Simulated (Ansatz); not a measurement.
Crystals of one structure type (rock salt) and one family of elements, relaxed and computed with plane-wave PAW r²SCAN (Ansatz code).

```csv
crystal,V (Å³/atom),K_Hill (GPa)
NaF,12.12,54.4
LiCl,16.70,34.8
KF,18.80,35.3
NaCl,22.04,?
KCl,31.15,19.2
KBr,36.08,15.9
KI,44.58,12.4
```

Task: Fit a straight line to ln K against ln V and predict the withheld value.

Result: Least squares on the 6 shown rows: ln K = -1.12 × ln V + (6.784), with a scatter of 4 %. For NaCl this gives 27.7. The run itself gave 27.5, within the scatter.

All cells were relaxed under the symmetry of their starts (and spin orders); stability against distortions was not tested throughout. Scalar-relativistic: spin–orbit coupling is off unless named, which matters more the heavier the elements.

Potentials: the later of the program's two PAW sets.
